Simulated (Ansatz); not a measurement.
Polymorphs of BP, each relaxed with plane-wave PAW PBE (Ansatz code):

A: P6_422, a = b = 3.279 Å, c = 6.996 Å, α = β = 90.00°, γ = 120.00°

B: CsCl type (Pm-3m), a = b = c = 2.714 Å, α = β = γ = 90.00°

C: rock salt (Fm-3m), a = b = c = 4.3186 Å, α = β = γ = 90.00°

D: Pm-3n, a = b = c = 5.5935 Å, α = β = γ = 90.00°

E: P4_2/mnm, a = b = 5.568 Å, c = 3.205 Å, α = β = γ = 90.00°

F: zinc blende (F-43m), a = b = c = 4.548 Å, α = β = γ = 90.00°

Q: Order them by energy per atom at 0 K (lowest first) at the level PBE.

A: F (+0 meV/atom), E (+135 meV/atom), D (+288 meV/atom), A (+494 meV/atom), C (+1063 meV/atom), B (+1844 meV/atom)

Q: Give each one's gap.

A: A no gap; B no gap; C no gap; D 0.63 eV; E 0.47 eV; F 1.25 eV.

Typed or built starts, not in the databases checked: A; B; C; D; E. Not the usual ambient phase: A; B; C; D; E. All cells were relaxed under the symmetry of their starts (and spin orders); stability against distortions was not tested throughout.

Energies hold the estimated change up to a 700 eV cutoff; steps of a few meV lie near the error of the meshes.

Potentials: the earlier of the program's two PAW sets.
